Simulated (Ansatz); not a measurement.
SnC8:
```xyz
9
Lattice="4.8967 0.0000 0.0000 -2.4483 4.2406 0.0000 0.0000 0.0000 6.1431" Properties=species:S:1:pos:R:3 pbc="T T T"
C      0.0000     1.4171     0.0000
C     -1.2211     3.5321     0.0000
C      2.4483     1.4135     0.0000
C      1.2211     3.5321     0.0000
C      1.2273     0.7086     0.0000
C      0.0000     2.8271     0.0000
C      3.6694     0.7086     0.0000
C      2.4483     2.8235     0.0000
Sn     0.0000     0.0000     3.0715
```

Relaxed with r²SCAN+D4. Special points in fractions of this cell's reciprocal vectors: Γ (0.000, 0.000, 0.000); M (0.500, 0.000, 0.000); K (0.333, 0.333, 0.000); A (0.000, 0.000, 0.500); L (0.500, 0.000, 0.500); H (0.333, 0.333, 0.500).

### Question
List the band energies nearest the Fermi level at these points for plane-wave PAW r²SCAN+D4 (Ansatz code).

### Answer
In eV from the Fermi level; about four levels below and three above (degenerate sets whole), none deeper than 8.9 eV; points with the same levels are listed once.

```json
[
 {"k": "Γ", "below": "-3.70 -3.70 -3.43 -0.29", "above": "0.71 0.71 1.18 1.18"},
 {"k": "M", "below": "-6.38 -6.38 -4.10 -4.03 -1.22", "above": "0.60 1.79 1.97"},
 {"k": "K", "below": "-1.05 -1.05 -0.67 -0.67", "above": "1.82 5.91 5.93 5.93"},
 {"k": "A", "below": "-3.83 -3.83 -3.44 -0.31", "above": "0.63 0.65 0.65"},
 {"k": "L", "below": "-5.83 -4.25 -3.83 -0.65", "above": "0.23 1.16 1.95"},
 {"k": "H", "below": "-6.85 -6.85 -5.35 -1.21 -1.21", "above": "0.05 0.05 0.31"}
]
```

Space group P6/mmm. The cell is a constructed one: a structure type filled with these elements; neither database checked (COD, Materials Project) lists it. Whether it is the stable phase at ambient conditions was not checked. The r²SCAN+D4 relaxation kept the symmetry of its start; its stability against distortions is not shown here. Scalar-relativistic: spin–orbit coupling is off unless named, which matters more the heavier the elements.

Potentials: the later of the program's two PAW sets.
